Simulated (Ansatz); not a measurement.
BaSrTi$_{2}$O$_{6}$:
Space group P4mm (No. 99); a = 3.9573 Å, b = 3.9573 Å, c = 8.1793 Å, α = 90.00°, β = 90.00°, γ = 90.00°

```json
[
 {"atom": "Ba", "site": "1a", "symmetry": "4mm", "x": "0.0000", "y": "0.0000", "z": "0.0145"},
 {"atom": "O", "site": "1b", "symmetry": "4mm", "x": "0.5000", "y": "0.5000", "z": "0.9908"},
 {"atom": "Ti", "site": "1b", "symmetry": "4mm", "x": "0.5000", "y": "0.5000", "z": "0.2783"},
 {"atom": "O", "site": "2c", "symmetry": "2mm.", "x": "0.0000", "y": "0.5000", "z": "0.2585"},
 {"atom": "Sr", "site": "1a", "symmetry": "4mm", "x": "0.0000", "y": "0.0000", "z": "0.5188"},
 {"atom": "O", "site": "1b", "symmetry": "4mm", "x": "0.5000", "y": "0.5000", "z": "0.4995"},
 {"atom": "Ti", "site": "1b", "symmetry": "4mm", "x": "0.5000", "y": "0.5000", "z": "0.7648"},
 {"atom": "O", "site": "2c", "symmetry": "2mm.", "x": "0.0000", "y": "0.5000", "z": "0.7417"}
]
```

Relaxed at zero pressure with DFT-PBE in the program Ansatz with PAW potentials.

Question: The volume is raised by 9 % and shape and atoms relax at that volume. What pressure results, and how do the axes share the change?

Answer: -3.3 GPa; a -1.2 %, b -1.2 %, c 11.6 %; the energy rises by 17 meV/atom.

Question: Give the new structure.

Answer: 
Space group P4mm (No. 99); a = b = 3.911 Å, c = 9.128 Å, α = β = γ = 90.00°

```json
[
 {"atom": "Ba", "site": "1a", "symmetry": "4mm", "x": "0.0000", "y": "0.0000", "z": "0.0374"},
 {"atom": "O", "site": "1b", "symmetry": "4mm", "x": "0.5000", "y": "0.5000", "z": "0.9665"},
 {"atom": "Ti", "site": "1b", "symmetry": "4mm", "x": "0.5000", "y": "0.5000", "z": "0.2937"},
 {"atom": "O", "site": "2c", "symmetry": "2mm.", "x": "0.0000", "y": "0.5000", "z": "0.2512"},
 {"atom": "Sr", "site": "1a", "symmetry": "4mm", "x": "0.0000", "y": "0.0000", "z": "0.5459"},
 {"atom": "O", "site": "1b", "symmetry": "4mm", "x": "0.5000", "y": "0.5000", "z": "0.4881"},
 {"atom": "Ti", "site": "1b", "symmetry": "4mm", "x": "0.5000", "y": "0.5000", "z": "0.7705"},
 {"atom": "O", "site": "2c", "symmetry": "2mm.", "x": "0.0000", "y": "0.5000", "z": "0.7313"}
]
```

The phase is kept; no other phase was compared at this pressure.

The start of the workflow was typed in or built on a structure type; neither database checked (COD, Materials Project) lists it. Whether it is the stable phase at ambient conditions was not checked. The cell was relaxed with PBE under the symmetry of its start; its stability against distortions is not shown here. The workflow began spin-polarised and lost its moments. Scalar-relativistic: spin–orbit coupling is off unless named, which matters more the heavier the elements.

Potentials: the earlier of the program's two PAW sets.
